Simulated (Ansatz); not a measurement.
## Kick test of a cell of Ge3Te2O

The structure comes from a proposed guess, relaxed at this level; another structure or a mixture of phases may lie lower.

Method: DFT PBE, scalar-relativistic, plane waves, PAW in Ansatz. Settings: cutoff 420 eV, Γ-centred mesh 8×8×2 on the computed 12-atom cell, Gaussian smearing of 0.02 eV; no spin polarisation.

The cell below (12 atoms, space group P4/nmm (No. 129)) is relaxed within its symmetry.

```
Ge Te O
1.0
     4.14212    0.00000    0.00000
     0.00000    4.14212    0.00000
     0.00000    0.00000   18.58805
Ge Te O
6 4 2
Direct
  0.00000 0.50000 0.60020
  0.00000 0.50000 0.26991
  0.00000 0.50000 0.95699
  0.50000 0.00000 0.04301
  0.50000 0.00000 0.39980
  0.50000 0.00000 0.73009
  0.00000 0.50000 0.41835
  0.00000 0.50000 0.75092
  0.50000 0.00000 0.58165
  0.50000 0.00000 0.24908
  0.50000 0.50000 0.00000
  0.00000 0.00000 0.00000
```

For the test it was strained at random (σ = 1.5 % a component), the atoms were moved at random (σ = 0.05 Å), and all was relaxed again on a coarse 4×4×1 mesh (in the run’s order of axes) with 0.10 eV smearing, with no symmetry imposed.

No dispersion correction is applied, so the spacing and binding between layers, chains or molecules are poorly described. Spin–orbit coupling, which can matter for Te, is left out.

Question: Does it come back?

Answer: It doesn't return. The energy falls by 90 meV/atom on that mesh, the volume changes by -4.3 %, and the end has space group P2_1 (No. 4) at a loose tolerance. Relaxed again on an 8×6×2 mesh with 0.02 eV smearing, the new structure lies 89 meV/atom below the first (mesh in the axes of the run's cell; the cell below is made exact in the group named). Space group P2_1 (No. 4), monoclinic, a = 4.173 Å, b = 4.420 Å, c = 16.559 Å, β = 90.9°. Ge on its first site has 3 Te at 2.85–2.87 Å and 3 Te at 3.25–3.26 Å; around Ge on its second site lie 3 Te at 2.82–2.85 Å, 1 Ge at 3.08 Å and 2 Te at 3.27–3.28 Å; around Te on its first site lie 3 Ge at 2.85 Å and 3 Ge at 3.25–3.26 Å; O has 2 Ge at 1.84–1.88 Å; 2 more sites not described.

```cif
data_structure
_symmetry_space_group_name_H-M 'P2_1'
_symmetry_Int_Tables_number 4
_cell_length_a 4.1729
_cell_length_b 4.4198
_cell_length_c 16.5588
_cell_angle_alpha 90.000
_cell_angle_beta 90.914
_cell_angle_gamma 90.000
_cell_volume 305.36
loop_
_atom_site_label
_atom_site_type_symbol
_atom_site_symmetry_multiplicity
_atom_site_Wyckoff_symbol
_atom_site_fract_x
_atom_site_fract_y
_atom_site_fract_z
_atom_site_occupancy
Ge1 Ge 2 a 0.26014 0.33789 0.60349 1
Ge2 Ge 2 a 0.23015 0.32832 0.23609 1
Ge3 Ge 2 a 0.66749 0.69912 0.94467 1
Te1 Te 2 a 0.24167 0.40044 0.40729 1
Te2 Te 2 a 0.26889 0.39855 0.77602 1
O1 O 2 a 0.69101 0.33558 0.99850 1
```
